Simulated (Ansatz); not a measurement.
BaHfO3:
Space group Pm-3m (No. 221); a = 4.177 Å, b = 4.177 Å, c = 4.177 Å, α = 90.00°, β = 90.00°, γ = 90.00°

```csv
atom,site,symmetry,x,y,z
Ba,1a,m-3m,0.0000,0.0000,0.0000
Hf,1b,m-3m,0.5000,0.5000,0.5000
O,3c,4/mm.m,0.0000,0.5000,0.5000
```

Relaxed with r²SCAN. 

### Question
HSE06 on this cell (Ansatz, a first-principles code, PAW) gives a gap of 5.18 eV. What does r²SCAN give?

### Answer
4.19 eV.

Cost on shared cores: the r²SCAN run (SCF on a 7×7×7 mesh, then bands and DOS) around 40 core-seconds (rough), the HSE06 run (SCF on 4×4×4, then a few points) about 2.1 core-minutes (a rough figure); the tasks are unlike.

The r²SCAN relaxation kept the symmetry of its start; phonons on a q-mesh show no instability. The run is not spin-polarised. Spin–orbit coupling is left out wherever it is not named.

Potentials: the later of the program's two PAW sets.

Ansatz is a plane-wave DFT program.
